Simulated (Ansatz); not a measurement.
# Calculated with Ansatz: NbCu2SnS4, relaxation

The command:

```bash
ansatz run input.yaml --threads 2 --pin off --max-ram 2560MiB --backend cpu --events-out ev --progress --plain --runs-dir out
```

Input:

```yaml
crystal:
  lattice:
    - [0.0, 5.515965, 0.0]
    - [5.515965, 0.0, 0.0]
    - [2.757982, 2.757982, -5.367879]
  atoms:
    - { symbol: Nb, position: [0.0, 0.0, 0.0] }
    - { symbol: Sn, position: [0.5, 0.5, 0.0] }
    - { symbol: Cu, position: [0.25, 0.75, 0.5] }
    - { symbol: Cu, position: [0.75, 0.25, 0.5] }
    - { symbol: S, position: [0.60342, 0.60342, 0.27356] }
    - { symbol: S, position: [0.39658, 0.87698, 0.72644] }
    - { symbol: S, position: [0.12302, 0.12302, 0.27356] }
    - { symbol: S, position: [0.87698, 0.39658, 0.72644] }
  symmetry: { tolerance: 0.0003 }
kpoints:
  mp_grid: { grid: [6, 6, 6], shift: [0, 0, 0] }
magnetization:
  spin_polarized: false
scf:
  occupations: { method: gaussian, width: 0.0431 }
  lower_state_search: "off"
hamiltonian:
  pseudopotentials: { kind: paw }
  xc: pbe
basis:
  ecutwfc: 420
  fft_grid_basis: typed
relax:
  max_steps: 60
  cell: { p_target: 5.0 }
  f_tol: 0.03
output:
  forces: true
  stress: true
  eigenvalues: true
  bader: true
  populations: true
  elf: true
  write_potential: true
  volumetric_format: npy
  dos:
    e_range: [-12, 8]
    de: 0.05
    projected: { site_lists: { Cu: [Cu], Nb: [Nb], S: [S], Sn: [Sn] } }
  write_density: true
checkpoint:
  read: saved_state
```

Origin of the cell: a known structure type with other elements, at an estimated volume, so it need not be a known compound.

The saved state is a converged single point of the same cell.

Excerpt of the output:

```
Pseudopotentials: kind: paw
Pseudopotential: Nb, paw, valence charge 13, recommended cutoff 420 eV (normal), Nb.paw.azcp
Pseudopotential: Sn, paw, valence charge 14, recommended cutoff 420 eV (normal), Sn.paw.azcp
Pseudopotential: Cu, paw, valence charge 19, recommended cutoff 420 eV (normal), Cu.paw.azcp
Pseudopotential: S, paw, valence charge 6, recommended cutoff 420 eV (normal), S.paw.azcp
Functional definition: PBE
  exchange = pbe_x(kappa = kappa, mu = beta*pi^2/3)
  correlation = pbe_c(beta = beta)
Crystal: 8 atoms, lattice volume = 163.322 Å³
Basis set: ecut = 420 eV, 3169 PW (Γ), exchange–correlation on 80×80×90 points (8 copies of the dense FFT grid, shifted against one another)
Bands: 54, of which v1, the nominal top of the filled ones, is band 45 counted from 1 (44 counted from 0)
[… 12 lines left out …]
Initial density: read from a saved state, or passed on in memory by an earlier SCF of this step, an earlier step, the calling program or the single point that the run made first
Functional: x = pbe(κ = 0.804, μ = 0.219515), c = pbe(β = 0.066725)
SCF iter   1: F=—  HF=-27436.574892 eV  Δρ=1.82e-3  dr2=4.71e-3
SCF iter   2: F=—  HF=-27436.575680 eV  Δρ=2.14e-3  dr2=6.44e-3
SCF iter   3: F=—  HF=-27436.574669 eV  Δρ=6.54e-4  dr2=4.59e-4
SCF iter   4: F=—  HF=-27436.574614 eV  Δρ=3.62e-4  dr2=1.64e-4
SCF iter   5: F=—  HF=-27436.574616 eV  Δρ=2.33e-4  dr2=7.06e-5
SCF iter   6: F=—  HF=-27436.574661 eV  Δρ=5.65e-5  dr2=5.63e-6
SCF iter   7: F=—  HF=-27436.574661 eV  Δρ=7.13e-6  dr2=1.34e-7
SCF iter   8: F=-27436.574661 eV  HF=-27436.574661 eV  Δρ=2.28e-6  dr2=9.48e-9
relax step   1: F+E_penalty+E_count = -27436.574661 eV  Δ(F+E_penalty+E_count) = +0.000e0 eV  max|allowed force component| = 1.577e0 eV/Å  Δτ_max = 0.0000 Å  P = +3.362 GPa  Ω = 163.322 Å³  ( […]
relax step   2: F+E_penalty+E_count = -27437.574036 eV  Δ(F+E_penalty+E_count) = -9.994e-1 eV  max|allowed force component| = 7.654e-1 eV/Å  Δτ_max = 0.1790 Å  P = +7.967 GPa  Ω = 158.983 Å³ […]
relax step   3: F+E_penalty+E_count = -27438.295866 eV  Δ(F+E_penalty+E_count) = -7.218e-1 eV  max|allowed force component| = 1.526e-1 eV/Å  Δτ_max = 0.1956 Å  P = +3.321 GPa  Ω = 169.021 Å³ […]
relax step   4: F+E_penalty+E_count = -27438.224412 eV  Δ(F+E_penalty+E_count) = +7.145e-2 eV  max|allowed force component| = 5.507e-2 eV/Å  Δτ_max = 0.0297 Å  P = +5.218 GPa  Ω = 164.763 Å³ […]
relax step   5: F+E_penalty+E_count = -27438.211052 eV  Δ(F+E_penalty+E_count) = +1.336e-2 eV  max|allowed force component| = 1.937e-2 eV/Å  Δτ_max = 0.0117 Å  P = +5.323 GPa  Ω = 163.908 Å³ […]
relax step   6: F+E_penalty+E_count = -27438.212248 eV  Δ(F+E_penalty+E_count) = -1.196e-3 eV  max|allowed force component| = 4.932e-2 eV/Å  Δτ_max = 0.0038 Å  P = +5.277 GPa  Ω = 163.813 Å³ […]
relax step   7: F+E_penalty+E_count = -27438.223414 eV  Δ(F+E_penalty+E_count) = -1.117e-2 eV  max|allowed force component| = 8.603e-4 eV/Å  Δτ_max = 0.0030 Å  P = +5.007 GPa  Ω = 164.151 Å³ […]
relax step   8: F+E_penalty+E_count = -27438.224137 eV  Δ(F+E_penalty+E_count) = -7.223e-4 eV  max|allowed force component| = 7.040e-4 eV/Å  Δτ_max = 0.0000 Å  P = +5.001 GPa  Ω = 164.151 Å³  stress off target by 7.73e-3 GPa […]
SCF 8 converged in 8 iterations: F = -27438.224137 eV  dr2 = 1.15e-11
basis re-selected at this cell: Δ(F+E_penalty+E_count) = -7.223e-4 eV, ΔP = -0.007 GPa vs the last step (what re-selecting the basis moved, of the pressure what is left beyond the Pulay corre […]
SCF converged after 8 iterations
Free energy (F): -27438.224137 eV
Harris-Foulkes:  -27438.224137 eV  (|F-HF|=2.91e-11)
Internal energy: -27438.222084 eV  (E = F + TS)
E sigma→0 (E₀):  -27438.223110 eV
Entropy (-TS):   -0.002053 eV (-0.257 meV/atom)
Fermi energy:    9.702706 eV
--- Per-component energies (eV) ---
  E_band       = -1255.171633
  E_kinetic    = 1613.421690
  E_local      = -14146.902379  (includes V_loc(G=0)·N_el)
  E_nonlocal   = 992.763258
  E_hartree    = 6286.708100
  E_xc         = -1126.433325
  E_vxc        = -890.388604  (∫ρ·V_xc dr)
  E_paw        = -12942.622452  (= ΣΔE_a)
  E_vpaw       = -1397.482416  (= ΣTr[D̂ρ^β])
  E_aug_tail   = 0.000534  (compensation charges beyond the density's cutoff)
  E_ewald      = -8115.157510
  E_smearing   = -0.002053  (= −TS)
  Σ components = -27438.224137   (vs F -27438.224137, Δ=0.00e0)
--- Forces (eV/Å), atoms counted from 1 ---
  atom   1  Nb    -0.000000    -0.000000     0.000000
  atom   2  Sn    -0.000000    -0.000000    -0.000000
  atom   3  Cu     0.000000     0.000000    -0.000000
  atom   4  Cu    -0.000000    -0.000000    -0.000000
  atom   5  S      0.000704     0.000704     0.000014
  atom   6  S      0.000704    -0.000704    -0.000014
  atom   7  S     -0.000704    -0.000704     0.000014
  atom   8  S     -0.000704     0.000704    -0.000014
  max |Σ_I F_I| component: 1.05e-16 eV/Å
--- Stress (GPa, compression-positive) ---
        5.005024      -0.000000      -0.000000
       -0.000000       5.005024      -0.000000
       -0.000000      -0.000000       4.992269
  P = ⅓ Tr σ = 5.0008 GPa (50.008 kbar)
--- Relaxed structure (7 steps of the walk, 7 accepted, 1 SCFs on fresh bases) ---
  F+E_penalty+E_count = -27438.224137 eV   max|allowed force component| = 7.040e-4 eV/Å   (the final SCF, on the basis selected at the relaxed cell)
  cell:  # Å, volume = 164.1510 Å³
    - [-6.248e-15, 5.766279, -2.685e-7]
    - [5.766279, -6.248e-15, -2.685e-7]
    - [2.883139, 2.883139, -4.936878]
  atoms:
    - { symbol: Nb, position: [-1.400e-18, 1.060e-18, 4.039e-19] }
    - { symbol: Sn, position: [0.500000, 0.500000, 4.039e-19] }
    - { symbol: Cu, position: [0.250000, 0.750000, 0.500000] }
    - { symbol: Cu, position: [0.750000, 0.250000, 0.500000] }
    - { symbol: S, position: [0.632408, 0.632408, 0.292933] }
    - { symbol: S, position: [0.367592, 0.925341, 0.707067] }
    - { symbol: S, position: [0.074659, 0.074659, 0.292933] }
    - { symbol: S, position: [0.925341, 0.367592, 0.707067] }
--- Löwdin populations: 8 sites ---
  site symbol       q [e]
     0     Nb     12.5808
     1     Sn     13.6020
     2     Cu     18.3666
     3     Cu     18.3666
     4      S      6.3777
     5      S      6.3777
     6      S      6.3777
     7      S      6.3777
  spilling = 0.006440 (of n_electrons = 89.000000)
--- Bader charges: 8 sites ---
  site symbol  charge [e]  shift [e]
     0     Nb      1.5864     0.0020
     1     Sn      0.9977     0.0007
     2     Cu      0.5014     0.0000
     3     Cu      0.5014     0.0000
     4      S     -0.8967     0.0007
     5      S     -0.8967     0.0007
     6      S     -0.8967     0.0007
     7      S     -0.8967     0.0007
  estimated error of the sums over rays = 4.7e-4 e
```

The starting structure.

Space group I-42m (No. 121); the run's cell has a = 5.516 Å, b = 5.516 Å, c = 6.635 Å, α = 65.44°, β = 65.44°, γ = 90.00°. Shortest distances: Cu–S 2.30 Å, S–Sn 2.38 Å, Nb–S 2.50 Å.

After:

Space group I-42m (No. 121); the run's cell has a = 5.766 Å, b = 5.766 Å, c = 6.403 Å, α = 63.24°, β = 63.24°, γ = 90.00°. Shortest distances: Cu–S 2.29 Å, Nb–S 2.31 Å, S–Sn 2.70 Å, S–S 3.55 Å.

```
Enthalpy lowered by     : 203.0 meV/atom
Volume change           : 0.51 %
Final pressure          : 5.00 GPa
Relaxation steps listed : 8
```

Caveats: no moments, though an odd count or open d shells may carry them; the relaxation held the start's symmetry, so the end may be a saddle point.

Time: 2.3 min on 2 threads of Arm Neoverse V2, with other jobs on the host, peak memory 0.58 GiB, from a saved density.
